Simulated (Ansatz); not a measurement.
Relaxed-ion elastic tensor of Ag (fcc (Cu type), Fm-3m) in GPa (Voigt order), LDA in the plane-wave PAW code Ansatz; density 11.18 g/cm³, 16.02 Å³ per atom.

```
 166   124   124   0.0   0.0   0.0
 124   166   124   0.0   0.0   0.0
 124   124   166   0.0   0.0   0.0
 0.0   0.0   0.0  59.5   0.0   0.0
 0.0   0.0   0.0   0.0  59.5   0.0
 0.0   0.0   0.0   0.0   0.0  59.5
```

Question: Is the crystal mechanically stable?

Answer: Yes: the smallest eigenvalue of C is 42.0 GPa.

Question: Work out the Voigt, Reuss and Hill averages.

Answer: K_V = 138, K_R = 138, K_H = 138; G_V = 44.1, G_R = 34.3, G_H = 39.2 GPa.

Question: Give Young's modulus, Poisson's ratio, Pugh's ratio and the universal anisotropy index.

Answer: E = 9KG/(3K + G) = 108 GPa; ν = 0.37; K/G = 3.53 (ductile by the Pugh limit of 1.75); A_U = 5G_V/G_R + K_V/K_R − 6 = 1.42.

Question: Estimate the sound speeds and the Debye temperature.

Answer: v_l = √((K + 4G/3)/ρ) = 4130 m/s, v_t = √(G/ρ) = 1870 m/s, mean 2110 m/s; Θ = (h/k)(3n/4πV)^(1/3) v_m = 249 K.

Question: Give the Zener ratio and Young's modulus along [100], [110] and [111].

Answer: A = 2C44/(C11 − C12) = 2.83; 1/E = S11 − 2(S11 − S12 − S44/2)Γ with Γ = 0, 1/4, 1/3 gives 60.0, 112, 156 GPa.

Question: Solve the Christoffel equation for the three sound speeds along [100], [110], [111].

Answer: Eigenvalues of C_ijkl n_j n_l equal ρv². In km/s, slowest first: [100] 2.31, 2.31, 3.86; [110] 1.37, 2.31, 4.28; [111] 1.74, 1.74, 4.41.

The cell keeps a stress of up to 0.2 GPa. The cell was relaxed with LDA under the symmetry of its start. The run is not spin-polarised. As this level gives no gap, shear constants depend on the k-mesh and smearing (Fermi–Dirac, 0.1 eV here).

Potentials: the later of the program's two PAW sets.
